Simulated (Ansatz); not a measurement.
All numbers below come from DFT PBE, scalar-relativistic, plane waves, PAW, and for the lanthanide a 4f-in-core norm-conserving potential, in Ansatz 0.2.0. All cells share a 690 eV cutoff and Γ-centred k meshes spaced at most about 0.3 Å⁻¹ (about 0.25 or finer for metals, 2π included). No spin polarisation in the final relaxations.

Temperature and zero-point effects are left out.

Two forms of Sm3O were relaxed alike.

A.

Space group P6/mmm (No. 191). a = 5.844 Å, b = 5.844 Å, c = 3.594 Å, α = 90.00°, β = 90.00°, γ = 120.00°
```json
{"atom": "Sm", "site": "3f", "symmetry": "mmm", "x": "0.5000", "y": "0.0000", "z": "0.0000"}
{"atom": "O", "site": "1a", "symmetry": "6/mmm", "x": "0.0000", "y": "0.0000", "z": "0.0000"}
```

B.

Space group I4/mmm (No. 139). a = 3.999 Å, b = 3.999 Å, c = 13.197 Å, α = 90.00°, β = 90.00°, γ = 90.00°
| atom | site | symmetry | x | y | z |
| --- | --- | --- | --- | --- | --- |
| Sm | 4d | -4m2 | 0.0000 | 0.5000 | 0.2500 |
| Sm | 2b | 4/mmm | 0.5000 | 0.5000 | 0.0000 |
| O | 2a | 4/mmm | 0.0000 | 0.0000 | 0.0000 |

Task: Which form is favoured at zero pressure, and by what margin per atom?

Result: B is lower, by 158 meV/atom. A has space group P6/mmm (No. 191), 26.6 Å³/atom and no gap on its mesh; B has space group I4/mmm (No. 139), 26.4 Å³/atom and no gap. Counting Sm atoms around O (those within 1.25 times the shortest such distance or 1.15 times the sum of covalent radii, 1.27 where that leaves under three), A has O 6 and B has O 4. Both come from invented guesses.

In P6/mmm, I4/mmm an odd number of valence electrons (the lanthanide is held trivalent, its 4f shell in the core) allows no gap without spin; another valence of the lanthanide, a larger cell or a magnetic state could open one. A magnetic state wasn't ruled out in cells without spin, among them P6/mmm, I4/mmm. Cells relaxed within their symmetry can be saddle points.

The lanthanide is trivalent by construction, without f bands, f moments or other valences.
